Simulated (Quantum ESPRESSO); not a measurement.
Mg3O2F2, one run as intended and one with a planted mistake

Simulated, not a measurement. The program is pw.x of Quantum ESPRESSO 7.5 (plane-wave density functional theory). The cell is made up: 7 atoms on a rocksalt lattice with one site empty, with randomly drawn elements, strain and displacements, not relaxed. PseudoDojo standard norm-conserving files (v0.5 for PBE, v0.4.1 for LDA and PBEsol) set the functional; there is no spin polarisation, spin-orbit coupling or dispersion term, and the masses in the input are unused placeholders.

Intended input:

```
&control calculation='scf', pseudo_dir='./dojo.nc.sr.pbe.v0_5.standard.upf', outdir='./o', disk_io='medium', tprnfor=.true., tstress=.true. /
&system ibrav=0, nat=7, ntyp=3, nbnd=34, ecutwfc=84.00895049, nosym=.true., tot_charge=0,
 occupations='smearing', smearing='fd', degauss=0.0018374661
/
&electrons conv_thr=7.350e-09, electron_maxstep=60, /
ATOMIC_SPECIES
F 1.0 F.upf
Mg 1.0 Mg.upf
O 1.0 O.upf
CELL_PARAMETERS angstrom
4.0033 -0.0114 -0.0191
-0.0114 4.0342 0.0441
-0.0191 0.0441 4.1047
ATOMIC_POSITIONS angstrom
Mg -0.1289 2.0424 2.0735
Mg 1.9596 -0.009 2.0214
Mg 1.8875 2.0405 -0.0588
O 2.0704 0.0809 0.013
O 2.0074 2.0539 2.1147
F 3.988 0.0404 2.046
F 4.0237 1.9994 0.1031
K_POINTS automatic
4 4 4 1 1 1
```

The log is shortened where brackets say so; the opening notice, blank lines, dates and the lines on written files are dropped, and the path of the files is cut. It prints rydbergs, bohrs and kilobars, and counts compression as positive stress. Where no state is partly filled, the Fermi energy that it prints is only some level between the filled and the empty states on the mesh, and need not lie in the true gap.

Log of the intended run:

```
     Program PWSCF v.7.5
     Parallel version (MPI & OpenMP), running on       1 processor cores
     Number of MPI processes:                 1
     Threads/MPI process:                     1
     [start-up lines left out]
     bravais-lattice index     =            0
     lattice parameter (alat)  =       7.5653  a.u.
     unit-cell volume          =     447.2904 (a.u.)^3
     number of atoms/cell      =            7
     number of atomic types    =            3
     number of electrons       =        56.00
     number of Kohn-Sham states=           34
     kinetic-energy cutoff     =      84.0090  Ry
     charge density cutoff     =     336.0358  Ry
     scf convergence threshold =      7.3E-09
     mixing beta               =       0.7000
     number of iterations used =            8  plain     mixing
     Exchange-correlation= PBE
                           (   1   4   3   4   0   0   0)
     [axes and pseudopotential details left out]
   Cartesian axes
     site n.     atom                  positions (alat units)
         1        Mg     tau(   1) = (  -0.0321979   0.5101712   0.5179397  )
         2        Mg     tau(   2) = (   0.4894886  -0.0022481   0.5049256  )
         3        Mg     tau(   3) = (   0.4714787   0.5096966  -0.0146877  )
         4        O      tau(   4) = (   0.5171653   0.0202080   0.0032473  )
         5        O      tau(   5) = (   0.5014286   0.5130438   0.5282310  )
         6        F      tau(   6) = (   0.9961628   0.0100915   0.5110705  )
         7        F      tau(   7) = (   1.0050803   0.4994303   0.0257534  )
     number of k points=    32  Fermi-Dirac smearing, width (Ry)=  0.0018
                       cart. coord. in units 2pi/alat
        k(    1) = (   0.1259306   0.1230757   0.1211776), wk =   0.0625000
        k(    2) = (   0.1270865   0.1204132   0.3650395), wk =   0.0625000
     [further k points left out]
     Dense  grid:    46549 G-vectors     FFT dimensions: (  45,  45,  45)
     Estimated max dynamical RAM per process >      53.69 MB
     Initial potential from superposition of free atoms
     starting charge      55.9976, renormalised to      56.0000
     Starting wfcs are   31 randomized atomic wfcs +    3 random wfcs
     total cpu time spent up to now is        3.3 secs
     per-process dynamical memory:    36.2 Mb
     Self-consistent Calculation
     iteration #  1     ecut=    84.01 Ry     beta= 0.70
     Davidson diagonalization with overlap
     ethr =  1.00E-02,  avg # of iterations =  4.6
     total cpu time spent up to now is       11.3 secs
     total energy              =    -521.34255547 Ry
     estimated scf accuracy    <       1.29332778 Ry
     iteration #  2     ecut=    84.01 Ry     beta= 0.70
     Davidson diagonalization with overlap
     ethr =  2.31E-03,  avg # of iterations =  2.9
     total cpu time spent up to now is       18.1 secs
     total energy              =    -521.63778640 Ry
     estimated scf accuracy    <       1.23602121 Ry
     [iterations 3 to 8 left out]
     iteration #  9     ecut=    84.01 Ry     beta= 0.70
     Davidson diagonalization with overlap
     ethr =  2.79E-10,  avg # of iterations =  2.0
     total cpu time spent up to now is       72.3 secs
     total energy              =    -521.89538866 Ry
     estimated scf accuracy    <       0.00000002 Ry
     iteration # 10     ecut=    84.01 Ry     beta= 0.70
     Davidson diagonalization with overlap
     ethr =  4.30E-11,  avg # of iterations =  2.0
     total cpu time spent up to now is       79.7 secs
     End of self-consistent calculation
     [lines on levels left out]
     the Fermi energy is     9.5556 ev
!    total energy              =    -521.89538867 Ry
     estimated scf accuracy    <          1.8E-09 Ry
     smearing contrib. (-TS)   =       0.00000000 Ry
     internal energy E=F+TS    =    -521.89538867 Ry
     The total energy is F=E-TS. E is the sum of the following terms:
     one-electron contribution =    -274.82019424 Ry
     hartree contribution      =     154.69277447 Ry
     xc contribution           =     -87.47780075 Ry
     ewald contribution        =    -314.29016815 Ry
     convergence has been achieved in  10 iterations
     Forces acting on atoms (cartesian axes, Ry/au):
     atom    1 type  2   force =     0.06198501   -0.00233453    0.00671479
     atom    2 type  2   force =     0.00627253    0.03447000    0.00228060
     atom    3 type  2   force =     0.04722734    0.00939595    0.05396567
     atom    4 type  3   force =    -0.01713196   -0.03941128   -0.01258677
     atom    5 type  3   force =    -0.06316710   -0.00106501   -0.03041867
     atom    6 type  1   force =     0.00019346   -0.01208006    0.00519922
     atom    7 type  1   force =    -0.03537928    0.01102493   -0.02515484
     Total force =     0.139489     Total SCF correction =     0.000055
     Computing stress (Cartesian axis) and pressure
          total   stress  (Ry/bohr**3)                   (kbar)     P=      168.48
   0.00198496   0.00001306  -0.00000343          292.00        1.92       -0.50
   0.00001306   0.00081556  -0.00016942            1.92      119.97      -24.92
  -0.00000343  -0.00016942   0.00063546           -0.50      -24.92       93.48
     init_run     :      2.80s CPU      3.23s WALL (       1 calls)
     electrons    :     67.30s CPU     76.43s WALL (       1 calls)
     forces       :      0.78s CPU      0.80s WALL (       1 calls)
     stress       :      3.01s CPU      3.05s WALL (       1 calls)
     [timing details left out]
     PWSCF        :   1m13.99s CPU   1m23.68s WALL
     JOB DONE.
```

A second run has one planted mistake: the files are those of another functional. The input lines that differ, file-writing options aside:

```
- &control calculation='scf', pseudo_dir='./dojo.nc.sr.pbe.v0_5.standard.upf', outdir='./o', disk_io='medium', tprnfor=.true., tstress=.true. /
+ &control calculation='scf', pseudo_dir='./dojo.nc.sr.pbesol.v0_4_1.standard.upf', outdir='./o', disk_io='medium', tprnfor=.true., tstress=.true. /
```

Its log:

```
     Program PWSCF v.7.5
     Parallel version (MPI & OpenMP), running on       1 processor cores
     Number of MPI processes:                 1
     Threads/MPI process:                     1
     [start-up lines left out]
     bravais-lattice index     =            0
     lattice parameter (alat)  =       7.5653  a.u.
     unit-cell volume          =     447.2904 (a.u.)^3
     number of atoms/cell      =            7
     number of atomic types    =            3
     number of electrons       =        56.00
     number of Kohn-Sham states=           34
     kinetic-energy cutoff     =      84.0090  Ry
     charge density cutoff     =     336.0358  Ry
     scf convergence threshold =      7.3E-09
     mixing beta               =       0.7000
     number of iterations used =            8  plain     mixing
     Exchange-correlation= PBESOL
                           (   1   4  10   8   0   0   0)
     [axes and pseudopotential details left out]
   Cartesian axes
     site n.     atom                  positions (alat units)
         1        Mg     tau(   1) = (  -0.0321979   0.5101712   0.5179397  )
         2        Mg     tau(   2) = (   0.4894886  -0.0022481   0.5049256  )
         3        Mg     tau(   3) = (   0.4714787   0.5096966  -0.0146877  )
         4        O      tau(   4) = (   0.5171653   0.0202080   0.0032473  )
         5        O      tau(   5) = (   0.5014286   0.5130438   0.5282310  )
         6        F      tau(   6) = (   0.9961628   0.0100915   0.5110705  )
         7        F      tau(   7) = (   1.0050803   0.4994303   0.0257534  )
     number of k points=    32  Fermi-Dirac smearing, width (Ry)=  0.0018
                       cart. coord. in units 2pi/alat
        k(    1) = (   0.1259306   0.1230757   0.1211776), wk =   0.0625000
        k(    2) = (   0.1270865   0.1204132   0.3650395), wk =   0.0625000
     [further k points left out]
     Dense  grid:    46549 G-vectors     FFT dimensions: (  45,  45,  45)
     Estimated max dynamical RAM per process >      53.69 MB
     Initial potential from superposition of free atoms
     starting charge      55.9976, renormalised to      56.0000
     Starting wfcs are   31 randomized atomic wfcs +    3 random wfcs
     total cpu time spent up to now is        3.2 secs
     per-process dynamical memory:    36.2 Mb
     Self-consistent Calculation
     iteration #  1     ecut=    84.01 Ry     beta= 0.70
     Davidson diagonalization with overlap
     ethr =  1.00E-02,  avg # of iterations =  4.5
     total cpu time spent up to now is       10.6 secs
     total energy              =    -520.27069360 Ry
     estimated scf accuracy    <       1.19190656 Ry
     iteration #  2     ecut=    84.01 Ry     beta= 0.70
     Davidson diagonalization with overlap
     ethr =  2.13E-03,  avg # of iterations =  3.0
     total cpu time spent up to now is       18.2 secs
     total energy              =    -520.53419504 Ry
     estimated scf accuracy    <       1.20074099 Ry
     [iterations 3 to 8 left out]
     iteration #  9     ecut=    84.01 Ry     beta= 0.70
     Davidson diagonalization with overlap
     ethr =  2.31E-10,  avg # of iterations =  2.0
     total cpu time spent up to now is       74.6 secs
     total energy              =    -520.78462733 Ry
     estimated scf accuracy    <       0.00000002 Ry
     iteration # 10     ecut=    84.01 Ry     beta= 0.70
     Davidson diagonalization with overlap
     ethr =  3.81E-11,  avg # of iterations =  2.0
     total cpu time spent up to now is       80.6 secs
     End of self-consistent calculation
     [lines on levels left out]
     the Fermi energy is     9.3661 ev
!    total energy              =    -520.78462733 Ry
     estimated scf accuracy    <          1.7E-09 Ry
     smearing contrib. (-TS)   =       0.00000000 Ry
     internal energy E=F+TS    =    -520.78462733 Ry
     The total energy is F=E-TS. E is the sum of the following terms:
     one-electron contribution =    -274.65449243 Ry
     hartree contribution      =     154.04710459 Ry
     xc contribution           =     -85.88707135 Ry
     ewald contribution        =    -314.29016815 Ry
     convergence has been achieved in  10 iterations
     Forces acting on atoms (cartesian axes, Ry/au):
     atom    1 type  2   force =     0.06068180   -0.00255936    0.00580325
     atom    2 type  2   force =     0.00620873    0.03405063    0.00218364
     atom    3 type  2   force =     0.04590591    0.00876782    0.05323007
     atom    4 type  3   force =    -0.01688015   -0.03814739   -0.01238730
     atom    5 type  3   force =    -0.06181388   -0.00102568   -0.02961044
     atom    6 type  1   force =    -0.00009372   -0.01160547    0.00470642
     atom    7 type  1   force =    -0.03400869    0.01051945   -0.02392563
     Total force =     0.136132     Total SCF correction =     0.000056
     Computing stress (Cartesian axis) and pressure
          total   stress  (Ry/bohr**3)                   (kbar)     P=      122.47
   0.00165595   0.00001296  -0.00000141          243.60        1.91       -0.21
   0.00001296   0.00050715  -0.00016686            1.91       74.61      -24.55
  -0.00000141  -0.00016686   0.00033455           -0.21      -24.55       49.21
     init_run     :      2.95s CPU      3.16s WALL (       1 calls)
     electrons    :     66.09s CPU     77.40s WALL (       1 calls)
     forces       :      0.77s CPU      0.79s WALL (       1 calls)
     stress       :      2.95s CPU      2.99s WALL (       1 calls)
     [timing details left out]
     PWSCF        :   1m12.86s CPU   1m24.48s WALL
     JOB DONE.
```

```
                                            intended run  run with the mistake
                          free energy (eV)     -7100.749             -7085.636
                    smearing term -TS (eV)        0.0000                0.0000
                            pressure (GPa)         16.85                 12.25
            largest force component (eV/Å)         1.624                 1.589
largest change of a force component (eV/Å)                               0.035
                                iterations            10                    10
```

For scale, a rerun of the intended cell at 1437 eV and a 6 x 6 x 6 mesh moved values by no more than 0.003 eV in energy, 0.05 GPa in stress and 0.009 eV/Å in force. Files of another functional have another zero of energy, so the energy change says nothing on stability.